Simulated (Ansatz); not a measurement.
Input:

Relaxed ZnSe (zinc blende):

```yaml
crystal:
  lattice:
    - [0.00000, 2.83273, 2.83273]
    - [2.83273, 0.00000, 2.83273]
    - [2.83273, 2.83273, 0.00000]
  atoms:
    - { symbol: Se, position: [0.75000, 0.75000, 0.75000] }
    - { symbol: Zn, position: [0.00000, 0.00000, 0.00000] }
```

In this cell atom 2 (Zn, nearest neighbour Se at 2.453 Å; its periodic images, 4.0 Å or more away, move with it) is moved by s along Cartesian z, unit vector (0.000, 0.000, 1.000); all other atoms and the cell stay fixed.

The numbers are results of r2SCAN (plane waves to 500 eV, PAW, scalar-relativistic; Ansatz, a first-principles code), not measurements. k mesh 8×8×8 (Γ-centred), Fermi-Dirac smearing 0.05 eV. Energies are smeared free energies. ZnSe was relaxed with its symmetry unable to fall. ΔE is measured from the undisplaced structure.

The scan covers s from -0.250 to 0.250 Å in 11 points.

Is the energy the same for equal positive and negative displacements?

Even: the same for both signs. With its periodic images moving along, the atom's site symmetry in this cell is -43m.

What is the force constant k = d²E/ds² of this move at s = 0?

5.49 eV/Å².

With two atoms in the cell this is the zone-centre optical mode. What wavenumber follows (transverse: no LO-TO term)?

204 cm⁻¹.

(For displaced atoms, the force is minus the slope of the energy, and its curvature is a force constant, which sets phonon frequencies.)
